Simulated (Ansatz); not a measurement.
Ti₃O:
```cif
data_O4Ti12
_chemical_formula_sum 'Ti12 O4'
_space_group_name_H-M_alt 'P-31c'
_space_group_IT_number 163
_space_group_name_Hall '-P 3 2c'
_cell_length_a 5.09990
_cell_length_b 5.09990
_cell_length_c 9.37025
_cell_angle_alpha 90.000
_cell_angle_beta 90.000
_cell_angle_gamma 120.000
loop_
_atom_site_label
_atom_site_type_symbol
_atom_site_symmetry_multiplicity
_atom_site_Wyckoff_symbol
_atom_site_fract_x
_atom_site_fract_y
_atom_site_fract_z
_atom_site_occupancy
Ti1 Ti 12 i 0.33388 0.00597 0.11841 1
O1 O 2 d 0.66667 0.33333 0.25000 1
O2 O 2 a 0.00000 0.00000 0.25000 1
```

Relaxed with PBEsol.

Q: Which orbitals make up the states near the Fermi level in plane-wave PAW PBEsol (Ansatz code)?

A: Within 0.5 eV of the Fermi level: Ti 3d 91 %. Projections are on Löwdin-orthogonalised atomic valence shells; empty p or d shells of many metals are not among them.

Q: Tabulate the density of states.

A: States/eV per cell of 16 atoms, in 0.25 eV bins, energy from the Fermi level.

```tsv
E (eV)	total	Ti 3d	O 2p	Ti 4s
-7.85	11.73	1.67	8.39	1.19
-7.60	20.99	3.12	15.24	1.84
-7.35	13.85	2.10	10.09	1.22
-7.10	18.19	2.91	14.09	0.70
-6.85	16.59	2.80	12.88	0.50
-6.60	14.07	2.56	11.24	0.08
-6.35	0.57	0.10	0.47	0.00
-6.10	0.00	0.00	0.00	0.00
-5.85	0.00	0.00	0.00	0.00
-5.60	0.00	0.00	0.00	0.00
-5.35	0.00	0.00	0.00	0.00
-5.10	0.00	0.00	0.00	0.00
-4.85	0.00	0.00	0.00	0.00
-4.60	0.05	0.00	0.00	0.03
-4.35	0.34	0.04	0.01	0.20
-4.10	0.63	0.08	0.04	0.38
-3.85	0.85	0.13	0.07	0.50
-3.60	1.25	0.22	0.10	0.72
-3.35	1.74	0.36	0.15	0.99
-3.10	2.45	0.61	0.20	1.38
-2.85	3.88	1.20	0.27	2.11
-2.60	4.58	1.65	0.28	2.39
-2.35	5.70	3.22	0.20	2.01
-2.10	9.31	6.05	0.29	2.59
-1.85	13.42	10.09	0.37	2.43
-1.60	17.61	14.15	0.49	2.17
-1.35	19.78	16.09	0.50	2.27
-1.10	23.82	20.09	0.45	1.74
-0.85	19.39	16.86	0.43	1.03
-0.60	19.50	16.71	0.43	1.17
-0.35	8.62	7.74	0.13	0.29
-0.10	8.01	7.40	0.09	0.23
0.15	8.54	7.80	0.08	0.27
0.40	13.66	12.47	0.15	0.39
0.65	12.41	11.54	0.14	0.27
0.90	22.06	20.89	0.25	0.38
1.15	14.38	13.61	0.32	0.16
1.40	18.13	17.12	0.59	0.11
1.65	19.35	18.08	0.83	0.13
1.90	22.14	20.60	0.98	0.19
2.15	22.17	20.68	0.96	0.16
2.40	24.31	22.59	1.00	0.23
2.65	22.05	20.59	0.77	0.25
2.90	28.57	26.60	0.89	0.35
```

The first step of the workflow began from a Materials Project structure, measured or hypothetical; the Crystallography Open Database files this formula in space group No. 163, but the cells were not matched. Whether it is the stable phase at ambient conditions was not checked. The PBEsol relaxation kept the symmetry of its start; its stability against distortions is not shown here. The run is not spin-polarised. Without spin polarisation and U, an open-shell compound can come out a false metal.

Potentials: the later of the program's two PAW sets.
